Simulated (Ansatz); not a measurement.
## Relaxing Hf₃N₂

The calculation used DFT PBEsol, scalar-relativistic, plane waves, PAW in Ansatz 0.2.0. (420 eV cutoff, 12×12×12 k-mesh, Gaussian smearing of 0.10 eV, no spin polarisation)

What was changed: strain along c alone, the other axes held, atoms relaxed: -4.0 %.

Spin–orbit coupling is left out, which can shift energies with elements as heavy as these.

Command:

```bash
ansatz run input.yaml --threads 1 --pin off --max-ram 2560MiB --backend cpu --events-out ev --progress --plain --runs-dir out
```

Input:

```yaml
crystal:
  lattice:
    - [1.5966746458, 0.9896016929, 7.4248880492]
    - [-1.5966746458, 0.9896016929, 7.4248880492]
    - [0.0, -1.7699338301, 7.3998610071]
  atoms:
    - { symbol: Hf, position: [0.7777027215, 0.7777027215, 0.7818099146] }
    - { symbol: Hf, position: [0.2222972785, 0.2222972785, 0.2181900854] }
    - { symbol: Hf, position: [0.0, 0.0, 0.0] }
    - { symbol: "N", position: [0.6116696422, 0.6116696422, 0.6092205458] }
    - { symbol: "N", position: [0.3883303578, 0.3883303578, 0.3907794542] }
basis:
  ecutwfc: 420
kpoints:
  mp_grid: { grid: [12, 12, 12] }
hamiltonian:
  xc: pbesol
scf:
  occupations: { method: gaussian, width: 0.1 }
output:
  forces: true
  stress: true
  eigenvalues: true
relax:
  adjacent_minimum: "off"
  f_tol: 0.008
  max_steps: 40
```

F is the free energy.

Steps:

```csv
step,F − F(1) (eV),largest force component (eV/Å)
1,0.0000,0.091
2,-0.0001,0.135
3,-0.0011,0.026
4,-0.0011,0.020
5,-0.0012,0.003
```

Relaxed structure:

```xyz
5
Lattice="1.5967 0.9896 7.4249 -1.5967 0.9896 7.4249 0.0000 -1.7699 7.3999" Properties=species:S:1:pos:R:3 pbc="T T T"
Hf    0.0000    0.1457   17.3341
Hf    0.0000    0.0635    4.9155
Hf    0.0000    0.0000    0.0000
N     0.0000    0.1376   13.5855
N     0.0000    0.0717    8.6642
```

The structure is monoclinic, space group C2/m (No. 12). The conventional cell has a = 5.519 Å, b = 3.193 Å, c = 7.609 Å, α = 90.00°, β = 102.93°, γ = 90.00°. Hf (site symmetry m) is surrounded by 3 N at 2.22 to 2.24 Å. Hf (site symmetry 2/m) has 6 N at 2.22 to 2.23 Å as nearest neighbours. Around N (site symmetry m) lie 6 Hf at 2.22 to 2.24 Å.

The run converged. The run took 3.9 min on 1 thread of Intel(R) Xeon(R) 6975P-C (Granite Rapids), with other jobs on the host, peak memory 1.3 GiB.